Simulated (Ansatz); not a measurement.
Data:

ZrCd:
Space group P4/nmm, origin choice 1 (No. 129); a = 3.123 Å, b = 3.123 Å, c = 8.950 Å, α = 90.00°, β = 90.00°, γ = 90.00°

```json
[
 {"atom": "Zr", "site": "2c", "symmetry": "4mm", "x": "0.5000", "y": "0.0000", "z": "0.1278"},
 {"atom": "Cd", "site": "2c", "symmetry": "4mm", "x": "0.0000", "y": "0.5000", "z": "0.3820"}
]
```

This is the r²SCAN-relaxed structure.

Problem. All from DFT-r²SCAN in the program Ansatz with PAW potentials, unless another level is named. Estimate the formation energy from the elements (no fitted shifts).

Solution. -0.14 eV/atom.

Problem. Next, the density of states at the Fermi level?

Solution. 0.73 states/eV per atom (mean over ±0.08 eV).

The first step of the workflow began from a Materials Project structure, measured or hypothetical; the Crystallography Open Database copy checked does not list it. With Zr and Cd taken as one species the cell has the higher symmetry Fm-3m, so it may be an ordered model of a mixed-site phase. Its standing as an ambient phase is unchecked. The r²SCAN relaxation kept the symmetry of its start; whether a distortion lowers the energy is not shown. No spin polarisation was allowed. Axis ratios of metals converge slowly with the k-mesh, so a and c are less sure than the volume. The references are the lowest solids computed at this level, not always the standard phases. Scalar-relativistic: spin–orbit coupling is off unless named, which matters more the heavier the elements.

Potentials: the later of the program's two PAW sets.
